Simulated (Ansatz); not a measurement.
Al (fcc (Cu type)), relaxed with LDA (Ansatz, a program for electronic structure, plane waves, PAW): a = b = c = 3.9832 Å, α = β = γ = 90.00°.

```
Item                  Result
--------------------  ------
B₀ by P(V) fit (GPa)    83.0
K_Hill (GPa)            84.0
G_Hill (GPa)            32.8
Θ_D (K)                  452
```

Problem. The same phase is relaxed and computed with PBE in the same code. What are the cell and these values now?

Solution. a = b = c = 4.0396 Å, α = β = γ = 90.00°.

B₀ by P(V) fit (GPa): 77.8
K_Hill (GPa): 78.0
G_Hill (GPa): 32.8
Θ_D (K): 455

All cells were relaxed under the symmetry of their starts (and spin orders); stability against distortions was not tested throughout.

Potentials: the earlier of the program's two PAW sets.

Ansatz is a plane-wave DFT program.
